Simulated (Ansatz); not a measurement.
The calculation used Ansatz 0.2.0, DFT PBE, scalar-relativistic, plane waves, PAW. Cutoff 420 eV, Γ-centred meshes of about 0.25 Å⁻¹ or finer for metals and 0.3 Å⁻¹ for insulators (2π included), Gaussian smearing. No spin polarisation.

A search over trial structures of B₅As₂ gave this relaxed cell.

```
CELL_PARAMETERS angstrom
3.16530 0.00000 0.00000
-1.58265 2.74123 0.00000
0.00000 0.00000 8.59651
ATOMIC_POSITIONS crystal
B 0.00000 0.00000 0.00000
B 0.66667 0.33333 0.93761
B 0.33333 0.66667 0.06239
B 0.00000 0.00000 0.40166
B 0.00000 0.00000 0.59834
As 0.66667 0.33333 0.69522
As 0.33333 0.66667 0.30478
```

Wave vectors count in units of this cell's reciprocal vectors.

Task: Is this structure dynamically stable?

Result: No. The phonons on a 3×3×1 q mesh of the computed 7-atom cell go imaginary, to 68i cm⁻¹ at q = (0.00, 0.00, 0.00). (Phonon run: 12×12×4 k mesh, Gaussian smearing of 0.10 eV.) With atoms moved at random and symmetry off, it falls by 55 meV/atom into C2/m (No. 12). Conventional cell: a = 5.870 Å, b = 3.152 Å, c = 8.428 Å, β = 93.6°. Around B on a site of symmetry 2/m lie 2 B at 1.62 Å; B on a site of symmetry m is surrounded by 1 B at 1.62 Å, 2 B at 1.84 Å and 1 As at 2.08 Å; B on a second site of symmetry m is surrounded by 1 B at 1.70 Å and 3 As at 2.05–2.07 Å; As has 4 B at 2.05–2.08 Å.

```
CELL_PARAMETERS angstrom
2.93512 -1.57617 0.00000
2.93512 1.57617 0.00000
-0.52787 0.00000 8.41123
ATOMIC_POSITIONS crystal
B 0.00000 0.00000 0.50000
B 0.73015 0.73015 0.44431
B 0.26985 0.26985 0.55569
B 0.99494 0.99494 0.89906
B 0.00506 0.00506 0.10094
As 0.69000 0.69000 0.19719
As 0.31000 0.31000 0.80281
```

An odd number of electrons in the primitive cell allows no gap without spin; a larger cell or a magnetic state could open one. Phonons of metals hang on the k mesh and the smearing.
